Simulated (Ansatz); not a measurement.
SiW:
```xyz
2
Lattice="0.0000 2.5128 2.5128 2.5128 0.0000 2.5128 2.5128 2.5128 0.0000" Properties=species:S:1:pos:R:3 pbc="T T T"
Si     0.0000     0.0000     0.0000
W      2.5128     2.5128     2.5128
```

This is the PBE-relaxed structure.

All from DFT-PBE in the program Ansatz with PAW potentials, unless another level is named. Estimate the electronic character.

metallic (no gap).

What about the density of states at the Fermi level?

0.95 states/eV per atom (mean over ±0.08 eV).

Predict the formation energy from the elements (no fitted shifts).

578 meV/atom.

Space group Fm-3m (rock salt). A made-up cell: these elements were put on the sites of a structure type; neither database checked (COD, Materials Project) lists it. Its standing as an ambient phase is unchecked. Symmetry was held in the PBE relaxation; whether a distortion lowers the energy is not shown. The run is not spin-polarised. The references are the lowest solids computed at this level, not always the standard phases. Spin–orbit coupling is left out wherever it is not named.

Potentials: the later of the program's two PAW sets.
